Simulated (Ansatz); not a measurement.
This Sr4AlO5 structure is the end of a relaxation. The cell was found from a structure generator's guess, not taken from experiment.

All numbers below come from DFT PBE, scalar-relativistic, plane waves, PAW in Ansatz 0.2.0. Cutoff 420 eV, Γ-centred mesh, Gaussian smearing, no spin polarisation.

```xyz
10
Lattice="3.5969 0.0000 0.0000 -1.7985 3.1150 0.0000 0.0000 0.0000 15.1683" Properties=species:S:1:pos:R:3 pbc="T T T"
Sr    1.7985    1.0383    1.5576
Sr    0.0000    2.0767    7.5923
Sr    0.0000    0.0000   10.6232
Sr    0.0000    2.0767   13.6814
Al    0.0000    2.0767    4.5784
O     0.0000    0.0000   15.1053
O     0.0000    2.0767    2.8487
O     0.0000    0.0000    5.2262
O     1.7985    1.0383    8.8797
O     1.7985    1.0383   12.0632
```

Energies over the elements count from the elements' standard structures at the same level (O₂ as a molecule), with no fitted energy shifts.

Task: What space group does it have?

Result: P3m1 (No. 156). Conventional cell: a = 3.597 Å, c = 15.168 Å. Sr on its first site has 3 O at 2.45 Å and 3 O at 2.63 Å; Sr on its second site is surrounded by 3 O at 2.44 Å and 1 Al at 3.01 Å; Al has 1 O at 1.73 Å, 3 O at 2.18 Å and 1 Sr at 3.01 Å; O on its first site has 6 Sr at 2.52–2.63 Å; 6 more sites not described.

Task: How far does it lie from the elements in energy?

Result: −2.41 eV/atom. A negative formation energy is needed for stability but isn't enough: competing phases decide.

Task: Is it a metal?

Result: Yes, bands cross the Fermi level on the 12×12×4 mesh.

Task: From what recipe could a structure generator have reached it?

Result: One such recipe: close-packed anion layers stacked ABACC, next cell at A, with sites between them filled layer by layer (P3m1, No. 156). Other recipes can lead to the same cell.

The last run used a 12×12×4 mesh (in the run's order of axes) for its 10-atom cell and Gaussian smearing of 0.10 eV. An odd number of electrons in the primitive cell allows no gap without spin; a larger cell or a magnetic state could open one. Symmetry constrained the relaxation, so the result can be a saddle point.
